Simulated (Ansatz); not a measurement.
# Run record: elastic constants by finite strains of YTe (Fm-3m)

Computed with PBEsol, PAW on Ansatz 0.2.0's default frozen-core files (fitted under PBE), scalar-relativistic; not a measurement.

The cell comes from a PAW relaxation under the same functional.

Command:

```sh
ansatz run input.yaml --threads 1 --pin off --max-ram 2048MiB --backend cpu --events-out ev --progress --plain --runs-dir out
```

Input file:

```yaml
crystal:
  lattice:
    - [0.0, 3.04, 3.04]
    - [3.04, 0.0, 3.04]
    - [3.04, 3.04, 0.0]
  atoms:
    - { symbol: "Y", position: [0.5, 0.5, 0.5] }
    - { symbol: Te, position: [0.0, 0.0, 0.0] }
kpoints:
  mp_grid: { grid: [12, 12, 12] }
scf:
  occupations: { method: fermi_dirac, width: 0.08 }
hamiltonian:
  xc: pbesol
  pseudopotentials: { kind: paw }
elastic:
  mode: relaxed_ion
  stencil: two_point
  amplitude: 0.008
```

Output (shortened where marked):

```
Warning: RAYON_NUM_THREADS=1 ignored (pool sized by the plan → 1); use --threads N
Engine: ansatz 0.2.0, x86_64-unknown-linux-gnu
Pseudopotentials: kind: paw
Pseudopotential: Y, paw, valence charge 11, recommended cutoff 420 eV (normal), Y.paw.azcp
Pseudopotential: Te, paw, valence charge 16, recommended cutoff 420 eV (normal), Te.paw.azcp
Functional definition: PBEsol
  exchange = pbesol_x
  correlation = pbesol_c
Crystal: 2 atoms, lattice volume = 56.189 Å³
Basis set: ecut = 420 eV, 1067 PW (Γ), exchange–correlation on 60×60×60 points (8 copies of the dense FFT grid, shifted against one another)
Bands: 18, of which v1, the nominal top of the filled ones, is band 14 counted from 1 (13 counted from 0)
Symmetry: 48 space group operations
Space group: Fm-3m (ITA 225), of the structure as read, at distance tolerance 3.8e-5 Å
k-points: 72 of 1728
Non-local potential: Y, projectors of the file, l = 0: 3, l = 1: 2, l = 2: 2, l = 3: 1
Non-local potential: Te, projectors of the file, l = 0: 2, l = 1: 2, l = 2: 2, l = 3: 2
PAW form: soft (Blöchl's): semilocal exchange-correlation on the pseudo side does not see the compensation charge
PAW frozen core: Y, regenerated for the run's functional, and the local potential with it (the file was generated under x = pbe(κ = 0.804, μ = 0.2195149727645171), c = pbe(β = 0.06672455060314922))
PAW frozen core: Te, regenerated for the run's functional, and the local potential with it (the file was generated under x = pbe(κ = 0.804, μ = 0.2195149727645171), c = pbe(β = 0.06672455060314922))
PAW one-centre angular grid: Y, 590 points (default); XC on 64 Gauss nodes
PAW one-centre angular grid: Te, 590 points (default); XC on 64 Gauss nodes
Initial density: superposition of atomic densities (neutral atoms: chi_scale 0, normalization atom), corrected by the library's trained network
Initial wavefunctions: pseudopotential atomic-orbital guess
Functional: x = pbesol(κ = 0.804, μ = 0.12345679012345678), c = pbesol(β = 0.046)
[... 84 lines left out ...]
  E_vpaw       = -436.348184  (= ΣTr[D̂ρ^β])
  E_aug_tail   = -0.000183  (compensation charges beyond the density's cutoff)
  E_ewald      = -2501.084580
  E_core_change = 0.523588  (= ΣΔE_core)
  E_smearing   = -0.021245  (= −TS)
  E_closure    = 0.000000  (closes the sum)
  Σ components = -10699.355293   (vs F -10699.355293, Δ=0.00e0)
--- Forces (eV/Å), atoms counted from 1 ---
  atom   1  Y      0.00000000    -0.00000000    -0.00000000
  atom   2  Te    -0.00000000    -0.00000000    -0.00000000
  max |Σ_I F_I| component: 4.02e-29 eV/Å
--- Stress (GPa, compression-positive) ---
        0.019218       0.000000      -0.000000
       -0.000000       0.019218       0.000000
        0.000000      -0.000000       0.019218
  P = ⅓ Tr σ = 0.0192 GPa (0.192 kbar)
--- Elastic constants: 2 strain directions × 2 members + reference (group order 48) ---
  dense FFT box of the reference and of every strained cell: 30×30×30
  strains applied: 11, 23; error gains: componentwise 1.00 (the most a stress slope's error grows in a printed constant), spectral 1.73 (1 for all six strains in a standard setting)
  C = ∂σ_k/∂η_j (tension-positive GPa; Voigt order 11 22 33 23 13 12):
       180.066     13.158     13.158     -0.000     -0.000     -0.000
        13.158    180.066     13.158     -0.000     -0.000      0.000
        13.158     13.158    180.066      0.000      0.000     -0.000
         0.000     -0.000     -0.000      9.104      0.000      0.000
         0.000     -0.000     -0.000     -0.000      9.104     -0.000
        -0.000      0.000      0.000     -0.000     -0.000      9.104
  reference stress σ⁰ (GPa):     -0.019     -0.019     -0.019      0.000      0.000      0.000
  C* (energy form; C + prestress term) asymmetry max|C*_kj − C*_jk| = 1.776e-15 GPa — a small one proves nothing (zero by symmetry where the batch's group is 432, −43m or m−3m); a large one is finite-difference/SCF noise where ...
  moduli (Voigt/Reuss/Hill, GPa): K = 68.79/68.79/68.79   G = 38.84/14.15/26.49   E = 70.44   ν = 0.329
  mechanically stable: yes (min eigenvalue of sym C = 9.10 GPa)
  strain η (Voigt 11):  stress-route row diagonal C_11 = 180.07 GPa, energy-path curvature d²(F+E_count+ΔE)/dδ²/Ω₀ = 179.96 GPa
         δ    σ_11 (GPa)             F (eV)   n_scf  n_hpsi   n_pw
    -8.000e-3      -1.5325      -10699.3531505      10   77796   1106   relax 0 steps, max|allowed force component| 8.68e-30 eV/Å
     8.000e-3       1.3485      -10699.3533965       7   54511   1124   relax 0 steps, max|allowed force component| 4.65e-29 eV/Å
  strain η (Voigt 23):  stress-route row diagonal C_44 = 9.10 GPa, energy-path curvature d²(F+E_count+ΔE)/dδ²/Ω₀ = 9.11 GPa
         δ    σ_23 (GPa)             F (eV)   n_scf  n_hpsi   n_pw
    -8.000e-3      -0.0728      -10699.3551911       8  109691   1115   relax 0 steps, max|allowed force component| 3.35e-29 eV/Å
     8.000e-3       0.0728      -10699.3551911       6   88188   1115   relax 0 steps, max|allowed force component| 3.73e-29 eV/Å
```

The calculation finished and met its thresholds.

### Elastic constants

Elastic constants of a crystal by Kohn-Sham DFT: slopes of the stress over finite engineering strains of the given cell, Voigt indices, Cartesian axes as in the input.

| Property | Result |
| --- | --- |
| Pressure at rest | 0.019 GPa |
| Least elastic eigenvalue | 9.1 GPa |
| Elastically stable | yes |

```tsv
index	elastic (GPa)
11	180.1
12	13.16
44	9.1
```

### Elastic moduli

Hill averages of a grain aggregate, Debye temperature from the mean sound speed over directions.

* Bulk modulus: 68.79 GPa
* Shear modulus: 26.49 GPa
* Young modulus: 70.44 GPa
* Poisson ratio: 0.3293
* Bulk over shear modulus: 2.596
* Elastic anisotropy index: 8.73
* Least young modulus: 26.16 GPa
* Largest young modulus: 178.3 GPa
* Longitudinal sound speed: 4034 m/s
* Transverse sound speed: 2035 m/s
* Elastic debye temperature: 191.3 K
* Linear compressibility (x, y, z): 4.845, 4.845, 4.845 1/TPa
* Zener ratio: 0.1091
* Cauchy pressure: 4.05 GPa

**Strained cells**

Stress of each strained cell less that at rest, tension positive.

```tsv
strain component	strain	stress xx (GPa)	stress yy (GPa)	stress zz (GPa)	stress yz (GPa)	stress xz (GPa)	stress xy (GPa)	relaxation steps
xx	-0.008	-1.513	-0.1057	-0.1057	0	0	0	0
xx	0.008	1.368	0.1048	0.1048	0	0	0	0
yz	-0.008	-0.0002	-0.0013	-0.0013	-0.0728	0	0	0
yz	0.008	-0.0002	-0.0013	-0.0013	0.0728	0	0	0
```

Keep in mind: frozen-core PAW files fitted under PBE, their cores solved anew for the functional of the run; responses of metals move with mesh and smearing; the softest shear constant rests on one k mesh, and a soft shear can herald a distortion on cooling.

It took 27 s on 1 thread of Intel(R) Xeon(R) 6975P-C (Granite Rapids), on a shared host, peak memory 0.6 GiB.
